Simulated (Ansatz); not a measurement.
HfN (rock salt)

```
HfN
1.0
    0.00000     4.52548     4.52548
    2.26274     0.00000     2.26274
    2.26274     2.26274     0.00000
N Hf
2 2
Direct
  0.00000   0.00000   0.00000
  0.50000   0.00000   0.00000
  0.25000   0.50000   0.50000
  0.75000   0.50000   0.50000
```

In this cell atom 3 (Hf, nearest neighbour N at 2.263 Å; its periodic images, 3.2 Å or more away, move with it) is moved by s towards the nearest neighbour, unit vector (-1.000, 0.000, 0.000); all other atoms and the cell stay fixed.

The numbers are results of r2SCAN (plane waves to 500 eV, PAW, scalar-relativistic; Ansatz, a quantum-chemistry and plane-wave program), not measurements. k mesh 7×14×14 (Γ-centred), Fermi-Dirac smearing 0.05 eV. Energies are smeared free energies. With partly filled bands, energies and forces of such displacements shift with the k mesh and the smearing. HfN is run without spin polarisation. HfN was relaxed with its symmetry unable to fall. Spin-orbit coupling is left out, though Hf is heavy. The zero of ΔE is the undisplaced structure. The last digit holds for this mesh only.

```csv
s (Å),ΔE (meV/cell)
-0.230,315.8
-0.184,193.4
-0.138,105.2
-0.092,45.7
-0.046,11.2
0.000,0.0
0.046,11.2
0.092,45.7
0.138,105.2
0.184,193.4
0.230,315.8
```

Question: What force constant k = d²E/ds² at s = 0 does the table give?

Answer: 11 eV/Å². It is the second difference of the nearest points, corrected with the next pair.

Question: With k = 10.60 eV/Å² from the forces, is the well harmonic out to s = 0.230 Å?

Answer: ½ks² = 280 meV/cell against the computed 316 meV/cell, so the well is stiffer than harmonic there.

(A displaced cell: forces are minus the slopes of the energy, force constants its curvatures, and phonons follow from these.)
